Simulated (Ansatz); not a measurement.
BaTi$_{2}$Te$_{2}$O in space group P4/mmm (No. 123; Ba on 1a, Ti on 2e, Te on 2h, O on 1b), DFT-r²SCAN in the program Ansatz with PAW potentials, all energies at zero smearing, with the estimated change up to a 700 eV cutoff added, with one set of potentials and settings (totals compare only within such a set). Cell of 6 atoms (1 Ba, 2 Ti, 2 Te, 1 O): -25539.468 eV.

| element | reference phase | E (eV/atom) |
|---|---|---|
| Ba | Im-3m, 1 atoms in the cell | -5964.5974 |
| Ti | P6/mmm, 3 atoms in the cell | -2504.3941 |
| Te | P3_121, 3 atoms in the cell | -6994.9041 |
| O | C2/m, 4 atoms in the cell, spin-polarised | -566.0346 |

Formation energy per atom, worked out: (-25539.468 − 1×(-5964.5974) − 2×(-2504.3941) − 2×(-6994.9041) − 1×(-566.0346))/6 = -1.707 eV/atom (-165 kJ per mol of atoms), at 0 K, without zero-point energy or fitted corrections.

The start of the workflow was typed in or built on a structure type; neither database checked (COD, Materials Project) lists it. Whether it is the stable phase at ambient conditions was not checked. The r²SCAN relaxation kept the symmetry of its start; whether a distortion lowers the energy is not shown. The workflow began spin-polarised and lost its moments. The references are the lowest solids computed at this level, not always the standard phases (solids in place of the gases). Scalar-relativistic: spin–orbit coupling is off unless named, which matters more the heavier the elements.

Potentials: the earlier of the program's two PAW sets. The files were generated under PBE; for other functionals the program regenerates the frozen cores, and for LDA and PBEsol the local potential too.
